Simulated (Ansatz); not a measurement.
**Ionic part of the dielectric constant of HfSn$_{3}$S$_{8}$, mode by mode**

Method: DFT PBE, scalar-relativistic, plane waves, PAW (Ansatz). Plane waves to 420 eV; Γ-centred k mesh 6×6×4; fixed occupations. No spin polarisation. Phonons by linear response, acoustic sum rule imposed.

Space group P-3m1 (No. 164), trigonal, a = 7.397 Å, c = 6.950 Å. Around Hf lie 6 S at 2.58 Å; around Sn lie 6 S at 2.59–2.60 Å; S on a site of symmetry m is surrounded by 1 Hf at 2.58 Å and 2 Sn at 2.60 Å; around S on a site of symmetry 3m lie 3 Sn at 2.59 Å.

The structure comes from a generated guess, relaxed at this level; another structure or a mixture of phases may lie lower. Spin–orbit coupling is left out, which matters for heavy elements. Modes under 40 cm⁻¹ are poorly fixed. No dispersion correction is applied, so modes and constants that involve weak contacts between layers, chains or molecules come out too soft.

The primitive cell has V = 329.33 Å³ and ε∞,xx = 8.286. Each polar mode adds Δε = (4.92064×10⁷/V)·S/ν² along x, with S its oscillator strength in e²/amu, ν in cm⁻¹ and V in Å³.

Problem. From these modes, find each Δε and ε0,xx.
| ν (cm⁻¹) | S_xx (e²/amu) |
| --- | --- |
| 50.81 | 0.08199 |
| 70.90 | 0.06499 |
| 135.26 | 0.0856 |
| 174.47 | 2.633 |
| 227.31 | 0.00518 |
| 256.71 | 0.04602 |
| 289.16 | 0.0027 |

Solution.
```csv
ν (cm⁻¹),Δε
50.81,4.75
70.90,1.93
135.26,0.70
174.47,12.92
227.31,0.01
256.71,0.10
289.16,0.00
```

The sum is 20.41, so ε0,xx = 28.70; the run's tensor has 28.71.

Problem. Where do the longitudinal modes lie for a wave vector along x?

Solution. At 54.89, 74.09, 136.43, 227.15, 253.38, 286.50, 291.85 cm⁻¹. The Lyddane–Sachs–Teller product Π(ν_LO/ν_TO)² = 3.46 agrees with ε0/ε∞ = 3.46.
